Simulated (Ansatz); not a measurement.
# Does relaxation matter for the field gradients of InAs with sulfur replacing As?

Start: a supercell of InAs (zinc blende type, F-43m) built from an entry of the Crystallography Open Database (COD) (the entry's cell lengths or inner coordinates differ somewhat from later room-temperature determinations), with all atoms left at the host's positions.

Space group F-43m (No. 216); a = 18.1080 Å.

```csv
site,Wyckoff,site symmetry,x,y,z
In1,16e,.3m,0.4167,0.0833,0.4167
In3,24g,2.mm,0.7500,0.0833,0.7500
In5,48h,..m,0.7500,0.9167,0.5833
In14,4d,-43m,0.7500,0.7500,0.7500
In18,16e,.3m,0.0833,0.5833,0.9167
S,4a,-43m,0.5000,0.0000,0.5000
As29,48h,..m,0.6667,0.0000,0.6667
As32,16e,.3m,0.8333,0.8333,0.6667
As36,16e,.3m,0.1667,0.6667,0.8333
As42,24f,2.mm,0.0000,0.6667,0.0000
```

One atom of each set is listed; the run and its k-mesh use a cell of 54 atoms with edges of 12.80, 12.80, 12.80 Å.

Level of theory: DFT, PBE, plane waves and PAW, scalar-relativistic, 420 eV cutoff, Γ-centred 2×2×2 k-points, Fermi–Dirac smearing 0.01 eV, cell charge +1 (Ansatz 0.2.0).

The largest force at the start is 0.25 eV/Å. Relaxing the ions at fixed cell moves them by 0.028 Å at most (atom 10, In) and 0.014 Å rms.

```tsv
site	moved (Å)	first shell before	first shell after	V_zz before (10²¹ V/m²)	η before
In1	0.028	1 S at 2.61 Å, 3 As at 2.61 Å	3 As at 2.61 Å, 1 S at 2.64 Å	13.53	0.00
In3	0.007	4 As at 2.61 Å	4 As at 2.61–2.63 Å	-1.14	0.48
In5	0.016	4 As at 2.61 Å	4 As at 2.61 Å	-0.50	0.92
In18	0.002	4 As at 2.61 Å	4 As at 2.61 Å	0.098	0.00
S	0.000	4 In at 2.61 Å	4 In at 2.64 Å	0.00	–
As29	0.017	4 In at 2.61 Å	4 In at 2.61–2.63 Å	3.14	0.15
As32	0.004	4 In at 2.61 Å	4 In at 2.61 Å	-0.49	0.00
As36	0.005	4 In at 2.61 Å	4 In at 2.61 Å	-0.60	0.00
As42	0.006	4 In at 2.61 Å	4 In at 2.61 Å	-0.23	0.47
```

(1) What are V_zz and η after the relaxation?

Answers

(1) 

```json
{"site": "In1", "V_zz after": "14.44", "η after": "0.00", "change of V_zz": "+0.91"}
{"site": "In3", "V_zz after": "-1.48", "η after": "0.68", "change of V_zz": "-0.34"}
{"site": "In5", "V_zz after": "0.89", "η after": "0.79", "change of V_zz": "–"}
{"site": "In18", "V_zz after": "0.082", "η after": "0.00", "change of V_zz": "-0.02"}
{"site": "S", "V_zz after": "0.00", "η after": "–", "change of V_zz": "0.00"}
{"site": "As29", "V_zz after": "2.83", "η after": "0.14", "change of V_zz": "-0.31"}
{"site": "As32", "V_zz after": "-0.19", "η after": "0.00", "change of V_zz": "+0.30"}
{"site": "As36", "V_zz after": "-0.39", "η after": "0.00", "change of V_zz": "+0.21"}
{"site": "As42", "V_zz after": "0.32", "η after": "0.59", "change of V_zz": "–"}
```

The largest change of V_zz along a kept axis is on In1, from 13.53 to 14.44. In per cent, |V_zz| changes by +7 on In, -10 on As (all sites that start above 2). Where |V_zz| stays above 0.1 and the axes keep their order, η moves most on In3, from 0.48 to 0.68. On In5, As42 the largest principal value lies along another axis in the second run, so the two V_zz can't be compared directly. Other sites without a gradient aren't listed.

The run isn't spin-polarised, and a state with spin may lie lower. The defect repeats with the cell of 54 atoms, so it feels its images: sites between two images don't show the values beside a lone defect, and zeros or small values of η there can come from the images' arrangement. A uniform background compensates the cell's charge. The defect cell has no gap above 0.1 eV on its mesh, so the values can hang on the smearing and the k-mesh. Without spin–orbit coupling (the program notes it for In) the gradients can shift somewhat, as the gap is small.
Before: The neighbours have not yet relaxed around the defect (largest force 0.25 eV/Å), so a real crystal will differ.
After: The relaxation keeps the site symmetry -43m of the start, so the impurity can't leave its site; a distortion that would localise the partly filled state isn't explored.
